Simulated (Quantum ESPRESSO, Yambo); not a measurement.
**Quasiparticle gap of NaOH**

Space group Cmcm (No. 63); a = 3.393 Å, b = 10.802 Å, c = 3.374 Å, α = 90.00°, β = 90.00°, γ = 90.00°

| atom | site | symmetry | x | y | z |
|---|---|---|---|---|---|
| H | 4c | m2m | 0.0000 | 0.0390 | 0.7500 |
| O | 4c | m2m | 0.0000 | 0.1284 | 0.7500 |
| Na | 4c | m2m | 0.0000 | 0.6584 | 0.2500 |
(The calculation used a cell of 6 atoms; values per cell refer to that cell.)

Cell and atoms were relaxed with PBE+D3(BJ) from Materials Project entry mp-23891, within its symmetry.

Starting point: norm-conserving PBEsol (Quantum ESPRESSO, 88 Ry, scalar-relativistic). G0W0 in Yambo: 4×4×4 Γ-centred k mesh, bands 3 to 118 and a 8 Ry block in the screening, 118 bands in G with the Bruneval-Gonze terminator, plasmon pole fitted at 27.2 eV.

The PBEsol gap along the band path is 3.05 eV and the PBEsol gap between the mesh's edge points (Γ → Γ) is 3.05 eV. The G0W0 gap between the same points is 5.85 eV.

| k point | band | E PBEsol (eV) | E QP (eV) | shift (eV) | Z |
|---|---|---|---|---|---|
| Γ | VB | 0.00 | -1.70 | -1.70 | 0.80 |
| Γ | CB | 3.05 | 4.15 | 1.10 | 0.87 |
| (0, 0, -0.5) | VB | -0.24 | -2.03 | -1.79 | 0.80 |
| (0, 0, -0.5) | CB | 6.74 | 8.24 | 1.51 | 0.85 |
| (0, -0.5, 0) | VB | -0.09 | -1.82 | -1.73 | 0.80 |
| (0, -0.5, 0) | CB | 6.30 | 7.90 | 1.60 | 0.86 |
| (0, -0.5, -0.5) | VB | -1.04 | -2.98 | -1.94 | 0.80 |
| (0, -0.5, -0.5) | CB | 8.44 | 9.72 | 1.28 | 0.87 |
| (-0.5, -0.5, 0) | VB | -0.04 | -1.79 | -1.75 | 0.80 |
| (-0.5, -0.5, 0) | CB | 4.25 | 5.55 | 1.30 | 0.86 |
| (-0.5, -0.5, -0.5) | VB | -0.24 | -2.03 | -1.79 | 0.80 |
| (-0.5, -0.5, -0.5) | CB | 6.44 | 7.82 | 1.38 | 0.86 |

Energies count from the PBEsol valence-band maximum.

Nearest settings tried, and what they do to the gap: 7 Ry block (131 vectors against 159): -43 meV. Not varied: bands in G, bands in W, mesh. So the settings aren't converged at that level.

The structure is a Materials Project entry; no match was found in the copy of COD used, and its stability was not checked.
